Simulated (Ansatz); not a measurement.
Relaxed-ion elastic tensor of VN (rock salt, Fm-3m) in GPa (Voigt order), the program Ansatz at the PBE level (PAW); density 6.18 g/cm³, 8.72 Å³ per atom.

```csv
,1,2,3,4,5,6
1,614,164,164,0.0,0.0,0.0
2,164,614,164,0.0,0.0,0.0
3,164,164,614,0.0,0.0,0.0
4,0.0,0.0,0.0,125,0.0,0.0
5,0.0,0.0,0.0,0.0,125,0.0
6,0.0,0.0,0.0,0.0,0.0,125
```

### Question
Is the crystal mechanically stable?

### Answer
Yes: the smallest eigenvalue of C is 125 GPa.

### Question
Work out the Voigt, Reuss and Hill averages.

### Answer
K_V = 314, K_R = 314, K_H = 314; G_V = 165, G_R = 152, G_H = 159 GPa.

### Question
Give Young's modulus, Poisson's ratio, Pugh's ratio and the universal anisotropy index.

### Answer
E = 9KG/(3K + G) = 407 GPa; ν = 0.28; K/G = 1.98 (ductile by the Pugh limit of 1.75); A_U = 5G_V/G_R + K_V/K_R − 6 = 0.42.

### Question
Estimate the sound speeds and the Debye temperature.

### Answer
v_l = √((K + 4G/3)/ρ) = 9220 m/s, v_t = √(G/ρ) = 5060 m/s, mean 5640 m/s; Θ = (h/k)(3n/4πV)^(1/3) v_m = 816 K.

### Question
Give the Zener ratio and Young's modulus along [100], [110] and [111].

### Answer
A = 2C44/(C11 − C12) = 0.56; 1/E = S11 − 2(S11 − S12 − S44/2)Γ with Γ = 0, 1/4, 1/3 gives 544, 367, 331 GPa.

### Question
Solve the Christoffel equation for the three sound speeds along [100], [110], [111].

### Answer
Eigenvalues of C_ijkl n_j n_l equal ρv². In km/s, slowest first: [100] 4.50, 4.50, 9.96; [110] 4.50, 6.03, 9.12; [111] 5.56, 5.56, 8.82.

The PBE relaxation kept the symmetry of its start. At this level the phase is dynamically unstable (imaginary phonons). The workflow began spin-polarised and lost its moments. As this level gives no gap, shear constants depend on the k-mesh and smearing (Fermi–Dirac, 0.1 eV here). On the denser mesh and wider smearing of the elastic run this cell carries a stress of 0.4 GPa.

Potentials: the later of the program's two PAW sets.
